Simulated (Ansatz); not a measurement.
A geometry of Ga2O3 away from equilibrium: the start of the relaxation of a relaxed Ga2O3 cell displaced along its unstable phonon at q = (½, 0, 0) of its primitive reciprocal cell (114i cm⁻¹), largest move 0.15 Å. These are PBEsol (plane waves to 420 eV, PAW, scalar-relativistic; Ansatz, a program for electronic structure) values and carry that method's errors. Γ-centred k-mesh 9×9×4 on the run's cell (coarser than for final values), Fermi–Dirac smearing 0.05 eV.

```xyz
10
Lattice="5.9866 0.0000 0.0000 -1.4967 2.5923 0.0000 0.0000 0.0000 6.9697" Properties=species:S:1:pos:R:3:forces:R:3 pbc="T T T" free_energy=-18340.377 pressure_GPa=0.9
Ga    -0.0245     1.7706     1.3951   -0.0339    0.1184    0.0900
Ga     3.0178     1.6858     1.3951    0.0856   -0.0885    0.0900
Ga     1.5211     0.8217     5.5746    0.0339   -0.1184   -0.0900
Ga     4.4655     0.9065     5.5746   -0.0856    0.0885   -0.0900
O      0.0750    -0.1299     0.0000    0.0139   -0.0240    0.0000
O      2.9183     0.1299     0.0000   -0.0139    0.0240    0.0000
O      0.0269     1.6816     4.8439    0.0511   -0.0057    0.0220
O      2.9664     1.7748     4.8439    0.0206    0.0471    0.0220
O      1.4698     0.9107     2.1258   -0.0511    0.0057   -0.0220
O      4.5169     0.8175     2.1258   -0.0206   -0.0471   -0.0220
```

Positions in Å, forces in eV/Å, free energy of the cell in eV (comparable only within this code, potentials and settings). Largest force: 0.15 eV/Å, on Ga1, Ga2, Ga3, Ga4 (atoms numbered as listed); the geometry lies under 0.01 eV/atom above the end of its relaxation.

No spin polarisation in the result. Without a van der Waals term the distances between weakly bound units are poorly fixed.

The run could not lose the symmetry of its start, so the end can be a saddle point.

The end of the path is a generated cell of Ga2O3: the first start was made by placing the elements on the sites of a structure type, and the end was not matched to a known phase here, so it may be hypothetical. Known forms of Ga2O3 include space group No. 12, 167.
